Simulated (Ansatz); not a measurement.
Ta:
```
CELL_PARAMETERS angstrom
      0.00000     2.10369     2.10369
      2.10369     0.00000     2.10369
      2.10369     2.10369     0.00000
ATOMIC_POSITIONS crystal
  Ta 0.00000 0.00000 0.00000
```

Relaxed with r²SCAN. Special points in fractions of this cell's reciprocal vectors: Γ (0.000, 0.000, 0.000); X (0.500, 0.000, 0.500); U (0.625, 0.250, 0.625); K (0.375, 0.375, 0.750); L (0.500, 0.500, 0.500); W (0.500, 0.250, 0.750).

List the band energies nearest the Fermi level at these points for r²SCAN with spin–orbit coupling in the plane-wave PAW code Ansatz.

In eV from the Fermi level; about four levels below and three above (degenerate sets whole), none deeper than 8.9 eV; points with the same levels are listed once.

| k | below | above |
|---|---|---|
| Γ | -8.48 -8.48 | 0.45 0.45 0.45 0.45 |
| X | -4.50 -4.50 -3.47 -3.47 | 2.82 2.82 6.23 6.23 |
| U | -3.35 -3.35 -2.46 -2.46 | 0.41 0.41 3.80 3.80 |
| L | -4.76 -4.76 | 0.21 0.21 0.52 0.52 |
| W | -1.35 -1.35 -1.09 -1.09 | 2.36 2.36 6.91 6.91 |

Space group Fm-3m (fcc (Cu type)). A made-up cell: these elements were put on the sites of a structure type; the Crystallography Open Database files this formula in space group No. 225, but the cells were not matched. It is not the phase usual at ambient conditions (space group No. 229). Symmetry was held in the r²SCAN relaxation. At this level the phase is mechanically unstable. No spin polarisation was allowed.

Potentials: the later of the program's two PAW sets.
